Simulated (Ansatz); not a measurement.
In₃S₄:
```
In3S4
1.0
    0.00000     5.52618     5.52618
    5.52618     0.00000     5.52618
    5.52618     5.52618     0.00000
In S
6 8
Direct
  0.50000   0.50000   0.50000
  0.75000   0.75000   0.75000
  0.12500   0.12500   0.12500
  0.62500   0.12500   0.12500
  0.12500   0.12500   0.62500
  0.12500   0.62500   0.12500
  0.88350   0.88350   0.88350
  0.90049   0.36650   0.36650
  0.88350   0.88350   0.34951
  0.36650   0.90049   0.36650
  0.34951   0.88350   0.88350
  0.36650   0.36650   0.36650
  0.88350   0.34951   0.88350
  0.36650   0.36650   0.90049
```

Relaxed with r²SCAN.

Question: Give the Bader charges and basin volumes of the independent atoms, the program Ansatz at the r²SCAN level (PAW).

Answer: 

| atom | Bader charge (e) | Bader volume (Å³) |
|---|---|---|
| In1 | +1.17 | 22.4 |
| In3 | +1.36 | 16.1 |
| S7 | -0.98 | 28.5 |

Space group Fd-3m. The workflow started from an entry of the Crystallography Open Database (COD). Whether it is the stable phase at ambient conditions was not checked. The cell was relaxed with r²SCAN under the symmetry of its start; whether a distortion lowers the energy is not shown.

Potentials: the later of the program's two PAW sets.
